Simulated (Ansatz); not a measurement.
TaN:
```
CELL_PARAMETERS angstrom
      0.00000     2.19822     2.19822
      2.19822     0.00000     2.19822
      2.19822     2.19822     0.00000
ATOMIC_POSITIONS crystal
  N  0.00000 0.00000 0.00000
  Ta 0.50000 0.50000 0.50000
```

Relaxed with r²SCAN. Special points in fractions of this cell's reciprocal vectors: Γ (0.000, 0.000, 0.000); X (0.500, 0.000, 0.500); U (0.625, 0.250, 0.625); K (0.375, 0.375, 0.750); L (0.500, 0.500, 0.500); W (0.500, 0.250, 0.750).

List the band energies nearest the Fermi level at these points for plane-wave PAW r²SCAN (Ansatz code).

In eV from the Fermi level; about four levels below and three above (degenerate sets whole), none deeper than 8.9 eV; … stands for higher levels left out; points with the same levels are listed once.

| k | below | above |
|---|---|---|
| Γ | -4.15 -4.15 -4.15 -2.16 -2.16 -2.16 | … |
| X | -7.09 -5.61 -5.00 -5.00 | 2.27 3.57 3.57 |
| U | -8.08 -7.24 -6.56 -2.30 | 2.52 2.58 4.77 |
| L | -7.98 -7.98 | 1.93 1.93 2.07 |
| W | -7.19 -7.19 -0.21 -0.21 | 3.58 4.23 … |

Space group Fm-3m (rock salt). Symmetry was held in the r²SCAN relaxation. The run is not spin-polarised. Scalar-relativistic: spin–orbit coupling is off unless named, which matters more the heavier the elements.

Potentials: the later of the program's two PAW sets.
